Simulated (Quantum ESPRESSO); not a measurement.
GeB2N2O2, one run as intended and one with a planted mistake

Simulated, not a measurement. The program is pw.x of Quantum ESPRESSO 7.5 (plane-wave density functional theory). The cell is made up: 7 atoms on a wurtzite lattice with one site empty, with randomly drawn elements, strain and displacements, not relaxed. PseudoDojo standard norm-conserving files (v0.5 for PBE, v0.4.1 for LDA and PBEsol) set the functional; there is no spin polarisation, spin-orbit coupling or dispersion term, and the masses in the input are unused placeholders.

Intended input:

```
&control calculation='scf', pseudo_dir='./dojo.nc.sr.pbe.v0_5.standard.upf', outdir='./o', disk_io='medium', tprnfor=.true., tstress=.true. /
&system ibrav=0, nat=7, ntyp=4, nbnd=27, ecutwfc=84.00895049, nosym=.true., tot_charge=0,
 occupations='smearing', smearing='fd', degauss=0.0018374661
/
&electrons conv_thr=7.350e-09, electron_maxstep=60, /
ATOMIC_SPECIES
B 1.0 B.upf
Ge 1.0 Ge.upf
N 1.0 N.upf
O 1.0 O.upf
CELL_PARAMETERS angstrom
2.7179 -0.0155 -0.0252
-0.0269 4.6435 0.0717
-0.0411 0.0676 4.5003
ATOMIC_POSITIONS angstrom
Ge 1.3671 2.2939 0.0092
B 1.3808 0.7308 2.2236
B -0.0514 3.1502 2.3006
N -0.0626 0.038 1.701
N 1.239 2.2725 1.6893
O 1.3745 0.7805 3.8757
O -0.0905 3.1729 4.0475
K_POINTS automatic
6 4 4 1 1 1
```

The log is shortened where brackets say so; the opening notice, blank lines, dates and the lines on written files are dropped, and the path of the files is cut. It prints rydbergs, bohrs and kilobars, and counts compression as positive stress. Where no state is partly filled, the Fermi energy that it prints is only some level between the filled and the empty states on the mesh, and need not lie in the true gap.

Log of the intended run:

```
     Program PWSCF v.7.5
     Parallel version (MPI & OpenMP), running on       1 processor cores
     Number of MPI processes:                 1
     Threads/MPI process:                     1
     [start-up lines left out]
     bravais-lattice index     =            0
     lattice parameter (alat)  =       5.1364  a.u.
     unit-cell volume          =     383.1473 (a.u.)^3
     number of atoms/cell      =            7
     number of atomic types    =            4
     number of electrons       =        42.00
     number of Kohn-Sham states=           27
     kinetic-energy cutoff     =      84.0090  Ry
     charge density cutoff     =     336.0358  Ry
     scf convergence threshold =      7.3E-09
     mixing beta               =       0.7000
     number of iterations used =            8  plain     mixing
     Exchange-correlation= PBE
                           (   1   4   3   4   0   0   0)
     [axes and pseudopotential details left out]
   Cartesian axes
     site n.     atom                  positions (alat units)
         1        Ge     tau(   1) = (   0.5029688   0.8439472   0.0033848  )
         2        B      tau(   2) = (   0.5080092   0.2688681   0.8180832  )
         3        B      tau(   3) = (  -0.0189105   1.1589880   0.8464122  )
         4        N      tau(   4) = (  -0.0230311   0.0139806   0.6258138  )
         5        N      tau(   5) = (   0.4558397   0.8360739   0.6215092  )
         6        O      tau(   6) = (   0.5056914   0.2871532   1.4259062  )
         7        O      tau(   7) = (  -0.0332958   1.1673395   1.4891130  )
     number of k points=    48  Fermi-Dirac smearing, width (Ry)=  0.0018
                       cart. coord. in units 2pi/alat
        k(    1) = (   0.0844488   0.0724968   0.0751789), wk =   0.0416667
        k(    2) = (   0.0858359   0.0701726   0.2262198), wk =   0.0416667
     [further k points left out]
     Dense  grid:    39843 G-vectors     FFT dimensions: (  30,  54,  50)
     Estimated max dynamical RAM per process >      47.87 MB
     Initial potential from superposition of free atoms
     starting charge      41.9987, renormalised to      42.0000
     Starting wfcs are   33 randomized atomic wfcs
     total cpu time spent up to now is        4.7 secs
     per-process dynamical memory:    37.4 Mb
     Self-consistent Calculation
     iteration #  1     ecut=    84.01 Ry     beta= 0.70
     Davidson diagonalization with overlap
     ethr =  1.00E-02,  avg # of iterations =  3.0
     total cpu time spent up to now is       10.0 secs
     total energy              =    -297.43421315 Ry
     estimated scf accuracy    <       1.35012859 Ry
     iteration #  2     ecut=    84.01 Ry     beta= 0.70
     Davidson diagonalization with overlap
     ethr =  3.21E-03,  avg # of iterations =  3.6
     total cpu time spent up to now is       16.9 secs
     total energy              =    -297.62851289 Ry
     estimated scf accuracy    <       1.57280793 Ry
     [iterations 3 to 10 left out]
     iteration # 11     ecut=    84.01 Ry     beta= 0.70
     Davidson diagonalization with overlap
     ethr =  2.67E-10,  avg # of iterations =  2.1
     total cpu time spent up to now is       65.0 secs
     total energy              =    -297.99627704 Ry
     estimated scf accuracy    <          9.7E-09 Ry
     iteration # 12     ecut=    84.01 Ry     beta= 0.70
     Davidson diagonalization with overlap
     ethr =  2.32E-11,  avg # of iterations =  3.7
     total cpu time spent up to now is       72.7 secs
     End of self-consistent calculation
     [lines on levels left out]
     the Fermi energy is    13.1776 ev
!    total energy              =    -297.99627704 Ry
     estimated scf accuracy    <          4.5E-09 Ry
     smearing contrib. (-TS)   =      -0.00000000 Ry
     internal energy E=F+TS    =    -297.99627704 Ry
     The total energy is F=E-TS. E is the sum of the following terms:
     one-electron contribution =    -113.31422783 Ry
     hartree contribution      =      87.18787633 Ry
     xc contribution           =     -77.89259392 Ry
     ewald contribution        =    -193.97733163 Ry
     convergence has been achieved in  12 iterations
     Forces acting on atoms (cartesian axes, Ry/au):
     atom    1 type  2   force =    -0.11174289   -0.21503704   -0.01704444
     atom    2 type  1   force =    -0.05041275   -0.05974385    0.02575506
     atom    3 type  1   force =    -0.02069444    0.11073690   -0.12547068
     atom    4 type  3   force =     0.03800750   -0.08716027    0.14875538
     atom    5 type  3   force =     0.02513600    0.05956087    0.32699809
     atom    6 type  4   force =    -0.00487254    0.01116298   -0.12682638
     atom    7 type  4   force =     0.12457912    0.18048042   -0.23216704
     Total force =     0.595593     Total SCF correction =     0.000166
     Computing stress (Cartesian axis) and pressure
          total   stress  (Ry/bohr**3)                   (kbar)     P=      170.93
   0.00210253   0.00066561  -0.00036180          309.29       97.91      -53.22
   0.00066561  -0.00039447  -0.00086944           97.91      -58.03     -127.90
  -0.00036180  -0.00086944   0.00177779          -53.22     -127.90      261.52
     init_run     :      2.75s CPU      4.59s WALL (       1 calls)
     electrons    :     51.80s CPU     68.05s WALL (       1 calls)
     forces       :      0.80s CPU      0.82s WALL (       1 calls)
     stress       :      2.74s CPU      2.76s WALL (       1 calls)
     [timing details left out]
     PWSCF        :     58.20s CPU   1m16.38s WALL
     JOB DONE.
```

A second run has one planted mistake: two atoms have their elements exchanged. The input lines that differ, file-writing options aside:

```
- N -0.0626 0.038 1.701
+ O -0.0626 0.038 1.701
- O 1.3745 0.7805 3.8757
+ N 1.3745 0.7805 3.8757
```

Its log:

```
     Program PWSCF v.7.5
     Parallel version (MPI & OpenMP), running on       1 processor cores
     Number of MPI processes:                 1
     Threads/MPI process:                     1
     [start-up lines left out]
     bravais-lattice index     =            0
     lattice parameter (alat)  =       5.1364  a.u.
     unit-cell volume          =     383.1473 (a.u.)^3
     number of atoms/cell      =            7
     number of atomic types    =            4
     number of electrons       =        42.00
     number of Kohn-Sham states=           27
     kinetic-energy cutoff     =      84.0090  Ry
     charge density cutoff     =     336.0358  Ry
     scf convergence threshold =      7.3E-09
     mixing beta               =       0.7000
     number of iterations used =            8  plain     mixing
     Exchange-correlation= PBE
                           (   1   4   3   4   0   0   0)
     [axes and pseudopotential details left out]
   Cartesian axes
     site n.     atom                  positions (alat units)
         1        Ge     tau(   1) = (   0.5029688   0.8439472   0.0033848  )
         2        B      tau(   2) = (   0.5080092   0.2688681   0.8180832  )
         3        B      tau(   3) = (  -0.0189105   1.1589880   0.8464122  )
         4        O      tau(   4) = (  -0.0230311   0.0139806   0.6258138  )
         5        N      tau(   5) = (   0.4558397   0.8360739   0.6215092  )
         6        N      tau(   6) = (   0.5056914   0.2871532   1.4259062  )
         7        O      tau(   7) = (  -0.0332958   1.1673395   1.4891130  )
     number of k points=    48  Fermi-Dirac smearing, width (Ry)=  0.0018
                       cart. coord. in units 2pi/alat
        k(    1) = (   0.0844488   0.0724968   0.0751789), wk =   0.0416667
        k(    2) = (   0.0858359   0.0701726   0.2262198), wk =   0.0416667
     [further k points left out]
     Dense  grid:    39843 G-vectors     FFT dimensions: (  30,  54,  50)
     Estimated max dynamical RAM per process >      47.87 MB
     Initial potential from superposition of free atoms
     starting charge      41.9987, renormalised to      42.0000
     Starting wfcs are   33 randomized atomic wfcs
     total cpu time spent up to now is        3.5 secs
     per-process dynamical memory:    30.8 Mb
     Self-consistent Calculation
     iteration #  1     ecut=    84.01 Ry     beta= 0.70
     Davidson diagonalization with overlap
     ethr =  1.00E-02,  avg # of iterations =  3.0
     total cpu time spent up to now is       10.3 secs
     total energy              =    -297.07220325 Ry
     estimated scf accuracy    <       1.64579144 Ry
     iteration #  2     ecut=    84.01 Ry     beta= 0.70
     Davidson diagonalization with overlap
     ethr =  3.92E-03,  avg # of iterations =  3.6
     total cpu time spent up to now is       16.7 secs
     total energy              =    -296.47321090 Ry
     estimated scf accuracy    <       6.03632746 Ry
     [iterations 3 to 12 left out]
     iteration # 13     ecut=    84.01 Ry     beta= 0.70
     Davidson diagonalization with overlap
     ethr =  6.28E-11,  avg # of iterations =  4.9
     total cpu time spent up to now is       85.6 secs
     total energy              =    -297.80418458 Ry
     estimated scf accuracy    <       0.00000003 Ry
     iteration # 14     ecut=    84.01 Ry     beta= 0.70
     Davidson diagonalization with overlap
     ethr =  6.05E-11,  avg # of iterations =  2.0
     total cpu time spent up to now is       90.3 secs
     End of self-consistent calculation
     [lines on levels left out]
     the Fermi energy is    13.6363 ev
!    total energy              =    -297.80418458 Ry
     estimated scf accuracy    <          5.3E-10 Ry
     smearing contrib. (-TS)   =      -0.00000332 Ry
     internal energy E=F+TS    =    -297.80418126 Ry
     The total energy is F=E-TS. E is the sum of the following terms:
     one-electron contribution =    -110.57323366 Ry
     hartree contribution      =      86.14914173 Ry
     xc contribution           =     -77.83299561 Ry
     ewald contribution        =    -195.54709372 Ry
     convergence has been achieved in  14 iterations
     Forces acting on atoms (cartesian axes, Ry/au):
     atom    1 type  2   force =    -0.11154581   -0.25372118   -0.10089563
     atom    2 type  1   force =    -0.00873491    0.04512490    0.21630013
     atom    3 type  1   force =    -0.02358013    0.01693762   -0.02729553
     atom    4 type  4   force =    -0.00032053   -0.11843857    0.07137105
     atom    5 type  3   force =     0.02264033    0.10196804    0.30057902
     atom    6 type  3   force =     0.00240274   -0.04848585   -0.19568445
     atom    7 type  4   force =     0.11913831    0.25661503   -0.26437459
     Total force =     0.669665     Total SCF correction =     0.000053
     Computing stress (Cartesian axis) and pressure
          total   stress  (Ry/bohr**3)                   (kbar)     P=      209.48
   0.00297978   0.00066425  -0.00021835          438.34       97.71      -32.12
   0.00066425   0.00020322  -0.00108643           97.71       29.89     -159.82
  -0.00021835  -0.00108643   0.00108913          -32.12     -159.82      160.22
     init_run     :      3.20s CPU      3.45s WALL (       1 calls)
     electrons    :     78.76s CPU     86.78s WALL (       1 calls)
     forces       :      0.85s CPU      0.87s WALL (       1 calls)
     stress       :      3.27s CPU      3.31s WALL (       1 calls)
     [timing details left out]
     PWSCF        :   1m26.17s CPU   1m34.59s WALL
     JOB DONE.
```

```
                                            intended run  run with the mistake
                          free energy (eV)     -4054.446             -4051.832
                    smearing term -TS (eV)        0.0000                0.0000
                            pressure (GPa)         17.09                 20.95
            largest force component (eV/Å)         8.407                 7.728
largest change of a force component (eV/Å)                               4.899
                                iterations            12                    14
```

For scale, a rerun of the intended cell at 1437 eV and a 8 x 6 x 6 mesh moved values by no more than 0.002 eV in energy, 0.05 GPa in stress and 0.005 eV/Å in force.